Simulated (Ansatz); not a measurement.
HfSnO4 on the sites of the rutile structure (relaxed group Cmmm) was relaxed with 3 functionals in Ansatz, cell and atoms free, the symmetry of the start kept (meshes: PBE 6×6×8, r2SCAN 6×6×8, PBEsol 6×6×8). No spin polarisation and no zero-point or thermal motion; the cell was built from a prototype and may be hypothetical.

The PBE result:
```cif
data_structure
_symmetry_space_group_name_H-M 'Cmmm'
_symmetry_Int_Tables_number 65
_cell_length_a 6.8582
_cell_length_b 6.9099
_cell_length_c 3.2277
_cell_angle_alpha 90.000
_cell_angle_beta 90.000
_cell_angle_gamma 90.000
_cell_volume 152.96
loop_
_atom_site_label
_atom_site_type_symbol
_atom_site_symmetry_multiplicity
_atom_site_Wyckoff_symbol
_atom_site_fract_x
_atom_site_fract_y
_atom_site_fract_z
_atom_site_occupancy
Hf1 Hf 2 c 0.00000 0.50000 0.50000 1
Sn1 Sn 2 a 0.00000 0.00000 0.00000 1
O1 O 4 j 0.00000 0.19437 0.50000 1
O2 O 4 g 0.19436 0.50000 0.00000 1
```

The symmetry is Cmmm (No. 65, orthorhombic); a = 6.858 Å, b = 6.910 Å, c = 3.228 Å in the conventional setting, 12.75 Å³ an atom. Hf is surrounded by 6 O at 2.09–2.11 Å; Sn is surrounded by 6 O at 2.10 Å; O is surrounded by 2 Sn at 2.10 Å and 1 Hf at 2.11 Å; O is surrounded by 2 Hf at 2.09 Å and 1 Sn at 2.10 Å.

Q: What lattice does r2SCAN give?

A: a = 6.779 Å, b = 6.830 Å, c = 3.201 Å; the volume differs by -3.1 % from PBE's. Around Hf lie 6 O at 2.08–2.09 Å; around Sn lie 6 O at 2.06–2.08 Å; around O lie 2 Sn at 2.08 Å and 1 Hf at 2.09 Å (further sites aren't listed).

Q: How does the cell change with PBEsol?

A: a = 6.785 Å, b = 6.836 Å, c = 3.198 Å; the volume differs by -3.0 % from PBE's. Around Hf lie 6 O at 2.07–2.09 Å; around Sn lie 6 O at 2.07–2.08 Å; around O lie 2 Sn at 2.08 Å and 1 Hf at 2.09 Å (further sites aren't listed).

Q: Held at the r2SCAN cell, what mean stress does PBE find, and does its sign point to its own minimum?

A: Yes. PBE +6.32 GPa, and its relaxed volume is +3.2 % from r2SCAN's. Compression counts positive, so a positive stress asks for a larger cell.
